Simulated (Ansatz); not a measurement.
MgS (rock salt, Fm-3m), a = 5.2297 Å, b = 5.2297 Å, c = 5.2297 Å, α = 90.00°, β = 90.00°, γ = 90.00°; the cell used has 2 atoms.

Relaxed with PBE. 

HSE06 on this cell (Ansatz, an electronic-structure program, PAW) gives a gap of 3.77 eV. What does PBE give?

2.76 eV.

Cost on shared cores: the PBE run (SCF on a 9×9×9 mesh, then bands and DOS) around 6 core-seconds (rough), the HSE06 run (SCF on 7×7×7, then a few points) very roughly 60 core-seconds; the tasks are unlike.

Symmetry was held in the PBE relaxation; phonons on a q-mesh show no instability.

Potentials: the later of the program's two PAW sets.

Ansatz is a plane-wave DFT program.
